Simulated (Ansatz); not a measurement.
The relaxed structure here is a generated cell of TiC: the first start was made by placing the elements on the sites of a structure type, and the end was not matched to a known phase here, so it may be hypothetical. Known forms of TiC include space group No. 225.

One starting cell of TiC (a generated trial cell of TiC in the NiAs structure type) was relaxed twice with Ansatz (plane waves, PAW, scalar-relativistic): with r2SCAN at 500 eV and with PBE at 420 eV. The r2SCAN result:

```xyz
4
Lattice="3.0409 0.0000 0.0000 -1.5204 2.6335 0.0000 0.0000 0.0000 5.3593" Properties=species:S:1:pos:R:3 pbc="T T T"
Ti     0.0000     0.0000     0.0000
Ti     0.0000     0.0000     2.6797
C      0.0000     1.7556     1.3398
C      1.5204     0.8778     4.0195
```

| quantity | r2SCAN | PBE |
|---|---|---|
| space group | P6₃/mmc | P6₃/mmc |
| volume (Å³/atom) | 10.73 | 10.78 |
| a (Å) | 3.041 | 3.041 |
| c (Å) | 5.359 | 5.381 |
| gap (eV, no spin-orbit coupling) | 0.00 | 0.00 |

Both levels end in the same structure; PBE's volume is within 0.5 % of r2SCAN's. Neither column is exact.

No spin polarisation in the result.

The run could not lose the symmetry of its start, so the end can be a saddle point.

All atoms sit on sites fixed by symmetry, so only the cell could relax.

Ansatz is an electronic-structure program.
